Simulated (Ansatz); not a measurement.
The start is a generated trial cell of MnSi in the AFLOW prototype AB_tP2_123_a_d (L1_0, as in CuAu). Cell shape, volume and atoms are optimised at zero target pressure with r2SCAN (plane waves to 500 eV, PAW, scalar-relativistic; Ansatz, a first-principles code). The first steps use a coarse 8×8×6 k-mesh.

The start:
```
CELL_PARAMETERS angstrom
      2.78297     0.00000     0.00000
      0.00000     2.78297     0.00000
      0.00000     0.00000     3.64768
ATOMIC_POSITIONS crystal
  Mn 0.50000 0.50000 0.50000
  Si 0.00000 0.00000 0.00000
```
Spin-polarised start, with parallel moments on Mn.

Task: How large is the pressure on the unrelaxed cell, and of which sign?

Result: -12 GPa (negative: the cell is under tension).

Task: How does the volume change?

Result: -18.4 %, from 14.13 to 11.52 Å³/atom.

Task: How do the shortest distances between atoms change?

Result: The closest pairs of elements (up to four, under 3.6 Å), start → end: Mn–Si 2.68 → 2.51 Å; Mn–Mn 2.78 → 2.59 Å; Si–Si 2.78 → 2.59 Å.

Task: Is the relaxed structure metallic? Give its gap.

Result: No gap (metallic).

Task: Give the final cell and atomic positions.

Result: 
```cif
data_MnSi
_chemical_formula_sum 'Mn1 Si1'
_space_group_name_H-M_alt 'P4/mmm'
_space_group_IT_number 123
_space_group_name_Hall '-P 4 2'
_cell_length_a 2.58561
_cell_length_b 2.58561
_cell_length_c 3.44763
_cell_angle_alpha 90.000
_cell_angle_beta 90.000
_cell_angle_gamma 90.000
loop_
_atom_site_label
_atom_site_type_symbol
_atom_site_symmetry_multiplicity
_atom_site_Wyckoff_symbol
_atom_site_fract_x
_atom_site_fract_y
_atom_site_fract_z
_atom_site_occupancy
Mn1 Mn 1 d 0.50000 0.50000 0.50000 1
Si1 Si 1 a 0.00000 0.00000 0.00000 1
```

The space group stays P4/mmm (No. 123) (the run could not lower it); the end is AFLOW prototype AB_tP2_123_a_d (L1_0, as in CuAu), with 2 atoms in the primitive magnetic cell. Final values are on a 18×18×14 k-mesh of the relaxed cell. Spin state reached: ferromagnetic (net 1.01 μB/atom), from parallel starting moments; other spin orders were not run from this start. r2SCAN tends to overstate moments in metals.

The run could not lose the symmetry of its start: the end is stationary, and may be a saddle point rather than a minimum.

All atoms sit on sites fixed by symmetry, so only the cell could relax.

The relaxed structure here is a generated cell of MnSi: the first start was made by placing the elements on the sites of a structure type, and the end was not matched to a known phase here, so it may be hypothetical. Known forms of MnSi include space group No. 198.
